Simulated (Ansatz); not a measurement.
From the elastic tensor of Ti3AlC2 to moduli and sound speeds

Computed with DFT LDA, scalar-relativistic, plane waves, PAW in Ansatz 0.2.0. Plane waves to 420 eV; Γ-centred k mesh 12×12×2; Fermi-Dirac smearing of 0.15 eV. No spin polarisation.

It takes space group P6_3/mmc (No. 194, hexagonal). Conventional cell: a = 3.028 Å, b = 3.028 Å, c = 18.345 Å, α = 90.00°, β = 90.00°, γ = 120.00°. Around Ti (site symmetry -3m) lie 6 C at 2.16 Å. Ti (site symmetry 3m) is surrounded by 3 C at 2.05 Å. Al (site symmetry -6m2) is surrounded by 6 Ti at 2.85 Å and 6 Al at 3.03 Å. Around C (site symmetry 3m) lie 6 Ti at 2.05 to 2.16 Å.

In a metal, frequencies and elastic constants depend on the k mesh and the smearing, soft modes and shear constants most.

Relaxed-ion constants (GPa, on the Cartesian axes of the calculation):
C11 = 382.9, C12 = 87.2, C13 = 81.4, C22 = 382.9, C23 = 81.4, C33 = 318.1, C44 = 132.0, C55 = 132.0, C66 = 147.8 GPa; the others vanish.

Density 4.438 g/cm³; 12 atoms in 145.64 Å³.

The values that follow are for a polycrystal of randomly turned grains, by Hill's mean where one number stands.

With S = C⁻¹: B_V = (C11+C22+C33+2(C12+C13+C23))/9, G_V = (C11+C22+C33−C12−C13−C23+3(C44+C55+C66))/15, 1/B_R = S11+S22+S33+2(S12+S13+S23), 15/G_R = 4(S11+S22+S33−S12−S13−S23)+3(S44+S55+S66); Hill is their mean. Then v_l = √((B+4G/3)/ρ), v_t = √(G/ρ), v_m = [(2/v_t³+1/v_l³)/3]^(−1/3) and Θ = (ħ/k_B)·v_m·(6π²n/V)^(1/3) for n atoms in the volume V; E = 9BG/(3B+G), ν = (3B−2G)/(2(3B+G)) and A^U = 5G_V/G_R + B_V/B_R − 6.

- Bulk modulus, Voigt / Reuss / Hill: 176.0 / 174.6 / 175.3 GPa
- Shear modulus, Voigt / Reuss / Hill: 138.0 / 137.3 / 137.6 GPa
- Young's modulus: 327 GPa
- Poisson ratio: 0.189
- Pugh ratio B/G: 1.27 (under 1.75, the rule of thumb for brittle)
- Universal anisotropy index: 0.03
- Longitudinal and transverse sound speeds: 8992 and 5569 m/s
- Debye temperature from the mean sound speed: 796 K